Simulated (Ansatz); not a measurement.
Relaxed-ion elastic tensor of GaSb (CsCl type, Pm-3m) in GPa (Voigt order), DFT-PBEsol in the program Ansatz with PAW potentials; density 7.19 g/cm³, 22.12 Å³ per atom.

```json
[
 {"": "1", "1": "52.8", "2": "65.6", "3": "65.6", "4": "0.0", "5": "0.0", "6": "0.0"},
 {"": "2", "1": "65.6", "2": "52.8", "3": "65.6", "4": "0.0", "5": "0.0", "6": "0.0"},
 {"": "3", "1": "65.6", "2": "65.6", "3": "52.8", "4": "0.0", "5": "0.0", "6": "0.0"},
 {"": "4", "1": "0.0", "2": "0.0", "3": "0.0", "4": "15.1", "5": "0.0", "6": "0.0"},
 {"": "5", "1": "0.0", "2": "0.0", "3": "0.0", "4": "0.0", "5": "15.1", "6": "0.0"},
 {"": "6", "1": "0.0", "2": "0.0", "3": "0.0", "4": "0.0", "5": "0.0", "6": "15.1"}
]
```

Is the crystal mechanically stable?

No: the smallest eigenvalue of C is -12.8 GPa.

A made-up cell: these elements were put on the sites of a structure type; neither database checked (COD, Materials Project) lists it. It is not the phase usual at ambient conditions (space group No. 216). The cell was relaxed with PBEsol under the symmetry of its start. At this level the phase is mechanically unstable. As this level gives no gap, shear constants depend on the k-mesh and smearing (Fermi–Dirac, 0.1 eV here). On the denser mesh and wider smearing of the elastic run this cell carries a stress of 0.3 GPa. Scalar-relativistic: spin–orbit coupling is off unless named, which matters more the heavier the elements.

Potentials: the earlier of the program's two PAW sets. The files were generated under PBE; for other functionals the program regenerates the frozen cores, and for LDA and PBEsol the local potential too.
